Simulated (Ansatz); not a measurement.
Input:

Si2Rh3:
```
Si2Rh3
1.0
    3.95864     0.00000     0.00000
   -1.97932     3.42829     0.00000
    0.00000     0.00000     5.03255
Si Rh
2 3
Direct
  0.33333   0.66667   0.19791
  0.66667   0.33333   0.80209
  0.33333   0.66667   0.67350
  0.66667   0.33333   0.32650
  0.00000   0.00000   0.00000
```

This is the PBEsol-relaxed structure.

Q: All from plane-wave PAW PBEsol (Ansatz code), unless another level is named. Give the electronic character.

A: metallic (no gap).

Q: And the formation energy from the elements (no fitted shifts)?

A: -0.86 eV/atom.

Q: Give the density of states at the Fermi level.

A: 0.24 states/eV per atom (mean over ±0.08 eV).

Q: What about the gap with spin–orbit coupling?

A: none (metallic).

Space group P-3m1 (La2O3 or Ni2Al3 type). The first step of the workflow began from a Materials Project structure, measured or hypothetical; the Crystallography Open Database copy checked does not list it. Its standing as an ambient phase is unchecked. Symmetry was held in the PBEsol relaxation; its stability against distortions is not shown here. The run is not spin-polarised. The references are the lowest solids computed at this level, not always the standard phases. Scalar-relativistic: spin–orbit coupling is off unless named, which matters more the heavier the elements.

Potentials: the later of the program's two PAW sets.
